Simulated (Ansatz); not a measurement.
The relaxed structure here is a generated cell of AlIr: the first start was made by a random draw of sites in a space group, and the end was not matched to a known phase here, so it may be hypothetical.

A trial cell of AlIr was relaxed with PBEsol (plane waves to 420 eV, PAW, scalar-relativistic; Ansatz, an electronic-structure program).

Before: P-3m1 (No. 164), hP4; a = 3.757 Å, b = 3.757 Å, c = 4.734 Å, α = 90.00°, β = 90.00°, γ = 120.00°.

After relaxation:

Simulated powder pattern, Cu Kα, λ = 1.54184 Å (kinematic, ideal powder, no thermal factors, no anomalous dispersion; the 24 strongest lines at most, above 1 %, up to 2θ = 90°):

```json
[
 {"2θ (°)": "25.33", "I/Imax (%)": "15"},
 {"2θ (°)": "31.85", "I/Imax (%)": "100"},
 {"2θ (°)": "38.53", "I/Imax (%)": "17"},
 {"2θ (°)": "44.63", "I/Imax (%)": "35"},
 {"2θ (°)": "46.67", "I/Imax (%)": "6.2"},
 {"2θ (°)": "52.01", "I/Imax (%)": "2.3"},
 {"2θ (°)": "55.87", "I/Imax (%)": "21"},
 {"2θ (°)": "60.40", "I/Imax (%)": "29"},
 {"2θ (°)": "65.54", "I/Imax (%)": "13"},
 {"2θ (°)": "66.56", "I/Imax (%)": "2.3"},
 {"2θ (°)": "70.90", "I/Imax (%)": "1.9"},
 {"2θ (°)": "74.17", "I/Imax (%)": "19"},
 {"2θ (°)": "82.25", "I/Imax (%)": "6.2"},
 {"2θ (°)": "82.57", "I/Imax (%)": "2.0"},
 {"2θ (°)": "82.78", "I/Imax (%)": "7.2"},
 {"2θ (°)": "83.71", "I/Imax (%)": "2.6"},
 {"2θ (°)": "88.10", "I/Imax (%)": "1.2"}
]
```

### Question
Identify the relaxed structure from its pattern: crystal system, space group and cell.

### Answer
Hexagonal, P6₃/mmc (No. 194), hP4; a = 4.0606 Å, b = 4.0606 Å, c = 4.6736 Å, α = 90.00°, β = 90.00°, γ = 120.00°. Sites: Al 2b (0.000, 0.000, 0.250); Ir 2c (0.333, 0.667, 0.250).

### Question
Index the strongest lines.

### Answer
31.85° (1 0 -1 1), 44.63° (1 1 -2 0), 55.87° (2 0 -2 1), 60.40° (1 1 -2 2), 74.17° (2 1 -3 1).

No spin polarisation in the result.

The run could not lose the symmetry of its start, so the end can be a saddle point.
